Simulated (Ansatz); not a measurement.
AlNi: electron density at the nuclei under pressure

```
Al Ni
1.0
     2.88100    0.00000    0.00000
     0.00000    2.88100    0.00000
     0.00000    0.00000    2.88100
Al Ni
1 1
Direct
  0.00000 0.00000 0.00000
  0.50000 0.50000 0.50000
```

Atom numbers follow the list: Al1, Ni2.

The cell comes from COD entry 9008802, which wasn't checked; take it as a given geometry.

All numbers below come from DFT, PBEsol, all-electron PAW with datasets made for the crystal, scalar-relativistic (Ansatz 0.2.0).

The runs use a Γ-centred 13×13×13 k mesh, Fermi–Dirac smearing of 0.05 eV, cutoff 280 eV (chosen by the program for this cell), spin-polarised from start moments Ni2 1.5 μB (the moments died away, and the run ended non-magnetic).

The contact density is the mean electron density over the nuclear volume; its changes set Mössbauer isomer shifts. Changes below are taken from the unscaled cell, where it is 10047.5 e/Å³ at Al1, 130197 e/Å³ at Ni2.

```csv
V/V(cell),P (GPa),Δρ(0) Al1 (e/Å³),Δρ(0) Ni2 (e/Å³),cell moment (μB)
0.9400,7.9,0.03,2.12,0.00
0.9405,7.8,0.03,2.10,0.00
0.9600,3.7,0.01,?,0.00
0.9800,0.0,0.00,0.68,0.00
0.9900,-1.8,0.00,?,0.00
1.0000,-3.4,0.00,0.00,0.00
1.0100,-4.9,0.00,?,0.00
1.0200,-6.4,0.01,-0.65,0.00
1.0400,-9.1,0.02,-1.28,0.00
1.0600,-11.5,0.05,-1.87,0.00
```

Question: What belongs in the row "1.0100", column "Δρ(0) Ni2 (e/Å³)"?

Answer: -0.33.

Question: Fill in "Δρ(0) Ni2 (e/Å³)" for the row "0.9900".

Answer: 0.34.

Question: What belongs in the row "0.9600", column "Δρ(0) Ni2 (e/Å³)"?

Answer: 1.39.

The datasets are made afresh for each cell, so very small changes are uncertain.
